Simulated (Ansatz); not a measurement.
The start is a relaxed NaI cell with every coordinate shifted by Gaussian noise of σ = 0.2 Å. Cell shape, volume and atoms are optimised at zero target pressure with PBE (plane waves to 420 eV, PAW, scalar-relativistic; Ansatz, a first-principles code). The first steps use a coarse 6×6×6 k-mesh.

Initial structure:
```yaml
crystal:
  lattice:
    - [0.00000, 3.26476, 3.26476]
    - [3.26476, 0.00000, 3.26476]
    - [3.26476, 3.26476, 0.00000]
  atoms:
    - { symbol: Na, position: [0.05834, 0.92931, 0.08318] }
    - { symbol: I, position: [0.44664, 0.56765, 0.50614] }
```

**Question.** What pressure does the first self-consistent step give?

**Answer.** +2.5 GPa (positive: the cell is compressed).

**Question.** How much energy is released per atom?

**Answer.** 0.14 eV/atom.

**Question.** Does it find its way back to the structure it was made from?

**Answer.** It relaxes back to the parent, Fm-3m (No. 225).

**Question.** What band gap does the relaxed structure have at this level?

**Answer.** 3.58 eV, direct at Γ (no spin-orbit coupling).

It ends as:

```cif
data_I4Na4
_chemical_formula_sum 'Na4 I4'
_space_group_name_H-M_alt 'Fm-3m'
_space_group_IT_number 225
_space_group_name_Hall '-F 4 2 3'
_cell_length_a 6.52986
_cell_length_b 6.52986
_cell_length_c 6.52986
_cell_angle_alpha 90.000
_cell_angle_beta 90.000
_cell_angle_gamma 90.000
loop_
_atom_site_label
_atom_site_type_symbol
_atom_site_symmetry_multiplicity
_atom_site_Wyckoff_symbol
_atom_site_fract_x
_atom_site_fract_y
_atom_site_fract_z
_atom_site_occupancy
Na1 Na 4 a 0.00000 0.00000 0.00000 1
I1 I 4 b 0.50000 0.50000 0.50000 1
```
(The calculation used a cell of 2 atoms; values per cell refer to that cell.)

Final values are on a 9×9×9 k-mesh of the relaxed cell. No spin polarisation in the result.
